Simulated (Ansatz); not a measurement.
Input:

Starting cell, AlN (zinc blende):

```yaml
crystal:
  lattice:
    - [0.00000, 4.40321, 4.40321]
    - [2.20161, 2.20161, 4.40321]
    - [2.20161, 2.20161, 0.00000]
  atoms:
    - { symbol: N, position: [0.00000, 0.75000, 0.75000] }
    - { symbol: N, position: [0.50000, 0.75000, 0.75000] }
    - { symbol: Al, position: [0.00000, 0.00000, 0.00000] }
    - { symbol: Al, position: [0.50000, 0.00000, 0.00000] }
```

The atoms are displaced by Q × the pattern below (from a DFPT mode at X = (0.5, 0.5, 0.0), largest move 1; Q in Å), at fixed cell. It is one choice among 2 degenerate patterns. (q is in reciprocal vectors of the primitive cell; the cell shown is doubled to hold the pattern.)

```
atom       x       y      z
----  ------  ------  -----
N1     0.000   1.000  0.000
N2     0.000  -1.000  0.000
Al3   -0.344   0.000  0.000
Al4    0.344   0.000  0.000
```

Calculation: PBE (plane waves to 420 eV, PAW, scalar-relativistic; Ansatz, an electronic-structure program). k mesh 13×13×13 (Γ-centred), Fermi-Dirac smearing 0.05 eV. E stands for the smeared free energy. AlN was relaxed with its symmetry unable to fall. The zero of ΔE is the undisplaced structure.

The scan covers Q from -0.180 to 0.180 Å in 13 points.

Question: Which space group does the distorted structure have?

Answer: C222_1 (No. 20), lowered from F-43m.

Question: What is the energy change at Q = 0.180 Å?

Answer: 845 meV/cell.

Question: What harmonic wavenumber does the curvature at Q = 0 give?

Answer: 638 cm⁻¹.

(A displaced cell: forces are minus the slopes of the energy, force constants its curvatures, and phonons follow from these.)
